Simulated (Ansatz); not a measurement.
input.yaml

```yaml
crystal:
  lattice:
    - [8.4486369628, 0.0, 0.0]
    - [-4.2243184814, 7.3167342371, 0.0]
    - [0.0, 0.0, 23.2050554624]
  atoms:
    - { symbol: Al, position: [0.2222222222, 0.1111111111, 0.3447524619] }
    - { symbol: Al, position: [0.2222222222, 0.4444444444, 0.3447524619] }
    - { symbol: Al, position: [0.2222222222, 0.7777777778, 0.3447524619] }
    - { symbol: Al, position: [0.5555555556, 0.1111111111, 0.3447524619] }
    - { symbol: Al, position: [0.5555555556, 0.4444444444, 0.3447524619] }
    - { symbol: Al, position: [0.5555555556, 0.7777777778, 0.3447524619] }
    - { symbol: Al, position: [0.8888888889, 0.1111111111, 0.3447524619] }
    - { symbol: Al, position: [0.8888888889, 0.4444444444, 0.3447524619] }
    - { symbol: Al, position: [0.8888888889, 0.7777777778, 0.3447524619] }
    - { symbol: Al, position: [0.4426836238, 0.2198274237, 0.4478255059] }
    - { symbol: Al, position: [0.4428035252, 0.5546514732, 0.4472768893] }
    - { symbol: Al, position: [0.4425194187, 0.8898742628, 0.4473499559] }
    - { symbol: Al, position: [0.77967034, 0.2237502208, 0.447032838] }
    - { symbol: Al, position: [0.7782727829, 0.5551703693, 0.4470291943] }
    - { symbol: Al, position: [0.7785811935, 0.8893098731, 0.4464594484] }
    - { symbol: Al, position: [0.1100701812, 0.2233102053, 0.4477608404] }
    - { symbol: Al, position: [0.1101662307, 0.5541039218, 0.4475372077] }
    - { symbol: Al, position: [0.113573081, 0.8901357807, 0.4475833182] }
    - { symbol: Al, position: [0.6681292549, 0.335141302, 0.5482539071] }
    - { symbol: Al, position: [0.6666039405, 0.6666568371, 0.5486878732] }
    - { symbol: Al, position: [0.6695022239, 0.0003781997, 0.5461981056] }
    - { symbol: Al, position: [-0.0007060373, 0.3349932067, 0.5639122197] }
    - { symbol: Al, position: [8.26125e-05, 0.6662858754, 0.5489012274] }
    - { symbol: Al, position: [-0.0001432318, 0.0004393522, 0.5485690622] }
    - { symbol: Al, position: [0.3321812438, 0.3339070958, 0.5492601601] }
    - { symbol: Al, position: [0.3326434357, 0.665879094, 0.5491528974] }
    - { symbol: Al, position: [0.3337576588, 4.75602e-05, 0.5506341549] }
basis:
  ecutwfc: 420
kpoints:
  mp_grid: { grid: [3, 3, 1] }
hamiltonian:
  xc: pbe
  dispersion: d3bj
scf:
  occupations: { method: gaussian, width: 0.1 }
output:
  forces: true
  eigenvalues: true
  write_density: true
  volumetric_format: npy
efield:
  axis: 3
  dipole_correction: true
  ramp_width: 0.04
```

Command:
```bash
ansatz run input.yaml --threads 2 --pin off --max-ram 5120MiB --backend cpu --events-out ev --progress --plain --runs-dir out
```

These are results of Ansatz, DFT PBE+D3(BJ), scalar-relativistic, plane waves, PAW, not measurements.

From the run's log, abridged:

```
Pseudopotentials: kind: paw
Pseudopotential: Al, paw, valence charge 3, recommended cutoff 420 eV (normal)
Functional definition: PBE
Crystal: 27 atoms, lattice volume = 1434.454 Å³
Basis set: ecut = 420 eV, 28019 PW (Γ), exchange–correlation on 120×120×320 points (8 copies of the dense FFT grid, shifted against one another)
Bands: 68, of which v1, the nominal top of the filled ones, is band 41 counted from 1 (40 counted from 0)
Symmetry: 1 space group operations
Space group: P1 (ITA 1), of the structure as read, at distance tolerance 1.1e-4 Å
k-points: 5 of 9 (time reversal used)
Initial density: superposition of atomic densities (neutral atoms: chi_scale 0, normalization atom), corrected by the library's trained network
Initial wavefunctions: pseudopotential atomic-orbital guess
Functional: x = pbe(κ = 0.804, μ = 0.21951497), c = pbe(β = 0.06672455)
SCF iter   1: F=—  HF=-14512.141987 eV  |F-HF|=—  |Δ(HF+E_count)|=         —  Δρ=1.62e-3  dr2=1.34e-1  ethr=1.77e-3  p=0.004 e·Å  D=5.04e-4 V/Å  ΔV_dip=-0.01 eV  dr2_dipole=1.28e-3  V_vac-E_F(+/−)=3.83/3.84 eV  ⟨swp⟩=13.6  Hψ=2147  notcnv=0  defer=4
efield: sawtooth ramp at fractional position 0.9343 (placed from the atoms, in the widest stretch of the axis that holds none; the zero of the levels goes with the place), width 0.0400; the density the first Hamiltonian is built on has a dipole p = 0.004 e·Å; the dipole correction subtracts the counter field D = 5.04e-4 V/Å, which shifts the + side's vacuum level by -0.01 eV against the − side's; the planar-averaged density in the ramp window peaks in size at 5.6e-6 e/Å³
SCF iter   2: F=—  HF=-14512.127071 eV  |F-HF|=—  |Δ(HF+E_count)|=   1.49e-2  Δρ=5.14e-4  dr2=1.25e-2  ethr=1.66e-4  p=0.001 e·Å  D=1.26e-4 V/Å  ΔV_dip= 0.00 eV  dr2_dipole=3.92e-5  V_vac-E_F(+/−)=3.83/3.83 eV  ⟨swp⟩=2.4  Hψ=605  notcnv=0  defer=19
SCF iter   3: F=—  HF=-14512.127933 eV  |F-HF|=—  |Δ(HF+E_count)|=   8.62e-4  Δρ=1.74e-4  dr2=1.21e-3  ethr=1.54e-5  p=0.002 e·Å  D=1.92e-4 V/Å  ΔV_dip= 0.00 eV  dr2_dipole=3.66e-5  V_vac-E_F(+/−)=3.78/3.79 eV  ⟨swp⟩=2.6  Hψ=480  notcnv=0  defer=19
SCF iter   4: F=—  HF=-14512.127939 eV  |F-HF|=—  |Δ(HF+E_count)|=   6.65e-6  Δρ=4.83e-5  dr2=2.08e-4  ethr=1.49e-6  p=0.001 e·Å  D=1.38e-4 V/Å  ΔV_dip= 0.00 eV  dr2_dipole=6.76e-8  V_vac-E_F(+/−)=3.77/3.77 eV  ⟨swp⟩=2.2  Hψ=460  notcnv=0  defer=19
SCF iter   5: F=—  HF=-14512.127938 eV  |F-HF|=—  |Δ(HF+E_count)|=   1.48e-6  Δρ=1.49e-5  dr2=7.46e-6  ethr=2.57e-7  p=0.001 e·Å  D=1.84e-4 V/Å  ΔV_dip= 0.00 eV  dr2_dipole=6.35e-7  V_vac-E_F(+/−)=3.76/3.76 eV  ⟨swp⟩=2.2  Hψ=476  notcnv=0  defer=19
SCF iter   6: F=—  HF=-14512.127994 eV  |F-HF|=—  |Δ(HF+E_count)|=   5.58e-5  Δρ=4.07e-6  dr2=5.55e-7  ethr=9.21e-9  p=0.002 e·Å  D=1.90e-4 V/Å  ΔV_dip= 0.00 eV  dr2_dipole=9.39e-10  V_vac-E_F(+/−)=3.76/3.76 eV  ⟨swp⟩=2.6  Hψ=588  notcnv=0  defer=20
SCF iter   7: F=-14512.127995 eV  HF=-14512.127994 eV  |F-HF|=2.09e-8  |Δ(HF+E_count)|=   7.79e-7  Δρ=9.76e-7  dr2=6.23e-8  ethr=1.23e-10  p=0.002 e·Å  D=1.98e-4 V/Å  ΔV_dip= 0.00 eV  dr2_dipole=8.28e-10  V_vac-E_F(+/−)=3.76/3.76 eV  ⟨swp⟩=58.8  Hψ=2722  notcnv=0
SCF 1 converged in 7 iterations: F = -14512.127995 eV  dr2 = 6.23e-8
SCF converged after 7 iterations
Free energy (F): -14512.127995 eV
Harris-Foulkes:  -14512.127994 eV  (|F-HF|=2.09e-8)
Internal energy: -14512.024093 eV  (E = F + TS)
E sigma→0 (E₀):  -14512.076044 eV
Entropy (-TS):   -0.103902 eV (-3.848 meV/atom)
Fermi energy:    -0.047503 eV
Dipole field:    D = 0.000184 V/Å  (p = 0.001455 e·Å, saw-weighted, corrected)
Work function:   Φ+ = 3.7591 eV   Φ− = 3.7633 eV
Levels:          The Fermi level and band energies are counted from a zero that moves with the ramp; work functions are not
--- Per-component energies (eV) ---
  E_band       = -348.430782
  E_kinetic    = 589.365071
  E_local      = -17708.976598  (includes V_loc(G=0)·N_el)
  E_nonlocal   = 283.942341
  E_hartree    = 8673.007185
  E_xc         = -1056.756875
  E_vxc        = -759.953723  (∫ρ·V_xc dr)
  E_paw        = -12617.868796  (= ΣΔE_a)
  E_vpaw       = -98.812231  (= ΣTr[D̂ρ^β])
  E_aug_tail   = -0.000057  (compensation charges beyond the density's cutoff)
  E_efield     = 0.000000  (sawtooth field / dipole correction)
  E_vefield    = 0.002361  (∫n·V_field dr)
  E_ewald      = 7331.534117
  E_disp       = -6.270481  (pairwise vdW)
  E_smearing   = -0.103902  (= −TS)
--- Forces (eV/Å), atoms counted from 1 ---
  atom   1  Al     0.00996115    -0.00860542    -0.00552550
  atom   2  Al     0.01986596     0.01292190     0.02267126
  atom   3  Al    -0.00025032     0.01589500    -0.01628384
  atom   4  Al    -0.01199688    -0.00678823    -0.02769053
  atom   5  Al     0.00090819     0.04317961     0.00550366
  atom   6  Al     0.03279639    -0.02186700    -0.01539268
  atom   7  Al     0.00137270    -0.02427574    -0.00901928
  atom   8  Al    -0.02431525     0.01338322     0.00225145
  atom   9  Al    -0.03478135    -0.02155893    -0.01415670
  atom  10  Al     0.00387552     0.07679565    -0.08571977
  atom  11  Al     0.02181273     0.01555952    -0.02728837
  atom  12  Al     0.07042778    -0.04151221    -0.07767033
  atom  13  Al    -0.00803174    -0.00342300     0.09438619
  atom  14  Al    -0.02691605     0.00982184    -0.02444134
  atom  15  Al    -0.00143109    -0.01788976    -0.01971410
  atom  16  Al     0.00875886    -0.00161631     0.09730244
  atom  17  Al     0.00882134     0.00074721     0.12598700
  atom  18  Al    -0.06450500    -0.03143588    -0.06180954
  atom  19  Al    -0.02204029    -0.07819629     0.08603415
  atom  20  Al    -0.00048373     0.00271392     0.04846910
  atom  21  Al    -0.09172110     0.02377878     0.19842961
  atom  22  Al     0.03458714    -0.05022038    -0.49520748
  atom  23  Al    -0.00780153     0.04258653     0.04562228
  atom  24  Al     0.02499996     0.01297242     0.06916696
  atom  25  Al     0.02527423    -0.02998601     0.04177858
  atom  26  Al     0.00732034     0.04709818     0.03447909
  atom  27  Al     0.02349265     0.01992365     0.00790226
--- Band table (eV; the first three rows and the last of 5) ---
  k-point 0: bands = ["-10.8014", "-9.1631", "-8.1116", "-8.0988", "-8.0855", "-8.0795", "-8.0733", "-7.9880", "-6.6782", "-6.4750", "-6.4712", "-6.4669", "-6.4518", "-6.4460", "-6.4008", "-4.0796", "-4.0127", "-4.0025", "-3.9608", "-3.9441", "-3.9345", "-3.4850", "-2.8656", "-2.8512", "-2.8484", "-2.8208", "-2.7082", "-2.7016", "-1.7530", "-1.7419", "-1.0928", "-1.0481", "-1.0315", "-0.9957", "-0.9398", "-0.9343", "-0.9219", "-0.9062", "-0.9011", "-0.8218", "-0.1629", "-0.1234", "-0.1032", "-0.0975", "-0.0454", "-0.0019", "0.0057", "1.3262", "1.3977", "1.4093", "1.4207", "1.4339", "1.4393", "1.4674", "1.4785", "1.4828", "1.4933", "1.7447", "1.7516", "2.3241", "2.6297", "2.6462", "2.6663", " ...
  k-point 1: bands = ["-10.4961", "-9.5824", "-8.8619", "-8.6846", "-8.6606", "-7.9503", "-7.0581", "-7.0510", "-6.8878", "-6.8626", "-6.3626", "-5.9895", "-5.4640", "-5.2782", "-5.2679", "-5.1183", "-5.0964", "-4.5844", "-4.5533", "-4.4042", "-3.5497", "-3.5408", "-3.4053", "-3.1944", "-2.8971", "-2.8742", "-2.5526", "-2.5435", "-2.3371", "-2.0532", "-1.5669", "-1.5496", "-1.4811", "-1.4615", "-1.4123", "-1.2417", "-1.2323", "-0.7295", "-0.6760", "-0.0170", "0.0332", "0.1143", "0.1344", "0.2088", "0.3324", "0.3416", "0.7242", "1.0424", "1.1600", "1.4725", "1.4891", "1.5390", "1.5777", "1.9905", "2.0210", "2.1868", "2.2095", "2.2500", "2.2924", "2.3410", "2.3580", "2.8358", "3.2882", "3.3185 ...
  k-point 2: bands = ["-10.4959", "-9.5830", "-8.8617", "-8.6870", "-8.6575", "-7.9505", "-7.0602", "-7.0488", "-6.8901", "-6.8607", "-6.3626", "-5.9895", "-5.4634", "-5.2829", "-5.2630", "-5.1204", "-5.0946", "-4.5833", "-4.5569", "-4.4034", "-3.5488", "-3.5413", "-3.4052", "-3.1940", "-2.8934", "-2.8780", "-2.5514", "-2.5440", "-2.3362", "-2.0549", "-1.5681", "-1.5448", "-1.4809", "-1.4679", "-1.4097", "-1.2442", "-1.2266", "-0.7271", "-0.6787", "-0.0132", "0.0306", "0.1173", "0.1270", "0.2069", "0.3333", "0.3410", "0.7248", "1.0428", "1.1616", "1.4698", "1.4867", "1.5458", "1.5758", "1.9921", "2.0174", "2.1851", "2.2075", "2.2537", "2.2915", "2.3456", "2.3541", "2.8354", "3.2937", "3.3207 ...
  k-point 4: bands = ["-10.4960", "-9.5828", "-8.8617", "-8.6865", "-8.6584", "-7.9503", "-7.0575", "-7.0528", "-6.8901", "-6.8602", "-6.3618", "-5.9896", "-5.4651", "-5.2799", "-5.2645", "-5.1206", "-5.0946", "-4.5829", "-4.5554", "-4.4035", "-3.5464", "-3.5444", "-3.4047", "-3.1953", "-2.8934", "-2.8775", "-2.5517", "-2.5453", "-2.3335", "-2.0573", "-1.5699", "-1.5485", "-1.4802", "-1.4648", "-1.4118", "-1.2399", "-1.2300", "-0.7266", "-0.6784", "-0.0145", "0.0342", "0.1172", "0.1292", "0.2063", "0.3290", "0.3473", "0.7261", "1.0382", "1.1573", "1.4725", "1.4917", "1.5436", "1.5769", "1.9943", "2.0195", "2.1881", "2.2092", "2.2498", "2.2854", "2.3460", "2.3576", "2.8365", "3.2873", "3.3144 ...
```

The run converged.

The run took 37 s on 2 threads of Intel(R) Xeon(R) Platinum 8488C (Sapphire Rapids), with other jobs on the host, peak memory 1.6 GiB.